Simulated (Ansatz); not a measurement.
Input and command of a plane-wave DFT calculation in Ansatz:

```yaml
crystal:
  lattice:
    - [0.0, 2.523044589, 2.523044589]
    - [2.523044589, 0.0, 2.523044589]
    - [2.523044589, 2.523044589, 0.0]
  atoms:
    - { symbol: Cu, position: [0.0, 0.0, 0.0], spin: 1.0 }
    - { symbol: O, position: [0.25, 0.25, 0.25] }
    - { symbol: O, position: [0.75, 0.75, 0.75] }
basis:
  ecutwfc: 420
kpoints:
  mp_grid: { grid: [14, 14, 14] }
hamiltonian:
  xc: pbe
  hubbard: { sites: [{ species: Cu, l: d, u_eff: 4.0 }] }
scf:
  occupations: { method: gaussian, width: 0.1 }
output:
  forces: true
  stress: true
  eigenvalues: true
  populations: true
magnetization:
  spin_polarized: true
```

```bash
ansatz run input.yaml --threads 1 --pin off --max-ram 2560MiB --backend cpu --events-out ev --progress --plain --runs-dir out
```

Processor: Arm Neoverse V1, 1 thread, on a host shared with other jobs.

**Question.** How long does it run, and how much memory does it take?

**Answer.** About 22 s on 1 thread of Arm Neoverse V1 (shared host), peak memory 0.41 GiB. It solves 20 bands at 104 k points (the mesh reduced by symmetry) with about 609 plane waves, in 26 SCF iterations.
